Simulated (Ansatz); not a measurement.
SrP in space group P-62m (No. 189; Sr on 3g, Sr on 3f, P on 4h, P on 2e) under volume change, plane-wave PAW r²SCAN (Ansatz code), shape and atoms relaxed at each volume.

| V (Å³/atom) | E − E(relaxed) (meV/atom) | P (GPa) |
|---|---|---|
| 25.924 | 40.7 | 5.52 |
| 26.779 | 17.1 | 3.38 |
| 27.634 | 4.0 | 1.56 |
| 28.488 | 0.0 | 0.00 |
| 29.343 | 3.6 | -1.33 |
| 30.198 | 13.8 | -2.45 |
| 31.052 | 29.5 | -3.40 |

Question: What does a third-order Birch–Murnaghan fit give for V₀, B₀ and B′?

Answer: V₀ = 28.49 Å³/atom, B₀ = 47.7 GPa, B′ = 4.4.

The first step of the workflow began from a Materials Project structure, measured or hypothetical; the Crystallography Open Database files this formula in space group No. 189, but the cells were not matched. Its standing as an ambient phase is unchecked. Symmetry was held in the r²SCAN relaxation; its stability against distortions is not shown here.

Potentials: the later of the program's two PAW sets.
